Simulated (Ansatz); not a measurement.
## HfSn3O8 (monoclinic HfO2 sites, P2) by several functionals

All numbers come from Ansatz. The calculation is non-magnetic, and the structure need not be a phase that has been made.

The cell is HfSn3O8 on the sites of monoclinic HfO2 (relaxed group P2); cell and atoms were relaxed with r2SCAN. Space group P2 (No. 3), monoclinic; a = 4.799 Å, b = 5.730 Å, c = 5.227 Å, β = 90.8° in the conventional setting, 11.98 Å³ an atom. Hf is surrounded by 6 O at 2.03–2.17 Å; Sn is surrounded by 6 O at 2.04–2.12 Å; Sn is surrounded by 6 O at 2.02–2.11 Å; O is surrounded by 1 Hf at 2.03 Å and 2 Sn at 2.05–2.11 Å; O is surrounded by 2 Sn at 2.04–2.12 Å and 1 Hf at 2.08 Å; O is surrounded by 3 Sn at 2.04–2.12 Å; O is surrounded by 2 Sn at 2.02–2.06 Å and 1 Hf at 2.17 Å.

```
CELL_PARAMETERS angstrom
5.20956 0.03278 0.42276
0.03308 4.79841 0.00400
-0.46348 -0.00156 5.71154
ATOMIC_POSITIONS crystal
Hf 0.25000 0.50000 0.67795
Sn 0.75000 0.00000 0.83341
Sn 0.75000 0.50000 0.33095
Sn 0.25000 0.00000 0.17025
O 0.42262 0.77817 0.89198
O 0.58047 0.27142 0.60559
O 0.57528 0.23396 0.10440
O 0.41992 0.72703 0.39175
O 0.08008 0.27297 0.39175
O 0.92472 0.76604 0.10440
O 0.91952 0.72858 0.60560
O 0.07738 0.22183 0.89197
```

On this one geometry the levels give:
```tsv
level	k mesh	gap (eV)	kind	edges	least direct gap (eV)
PBE+SOC	6×6×4	2.39	indirect	(0.099, 0.365, 0) → Γ	2.46
r2SCAN	6×6×4	3.03	indirect	(0.099, 0.365, 0) → Γ	3.10
HSE06	4×4×4	4.10	indirect	(0.099, 0.365, 0) → Γ	4.16
PBE0	4×4×4	4.83	indirect	(0.099, 0.365, 0) → Γ	4.88
```
Wave cutoffs: 420 eV, 500 eV (r2SCAN).
Points off the special ones are mesh points or PBE's searched band edges, reused at the other levels. PBE's own run along the path (2.39 eV) came before the search for the edges and missed one, so it isn't listed.

HSE06 gives an indirect gap of 4.10 eV, from k = (0.099, 0.365, 0) to Γ; the least direct gap is 4.16 eV at Γ.

All these functionals give a gap of the same kind, indirect.

r2SCAN (ground state on 4×4×4): The electronic dielectric tensor ε∞ is a tensor with principal values 4.14, 4.16, 4.34. Born charges, averaged over directions: Hf +5.25, Sn +4.31 to +4.40, O -2.37 to -2.18 e. The program notes that the ground state's band table doesn't vouch for all the bands that the response reads.

Only the levels marked +SOC include spin-orbit coupling.

Coordinates of k points refer to the reciprocal vectors of the primitive cell of the runs.

The meshes of the hybrids are coarse, so their gaps aren't converged to the digits shown.
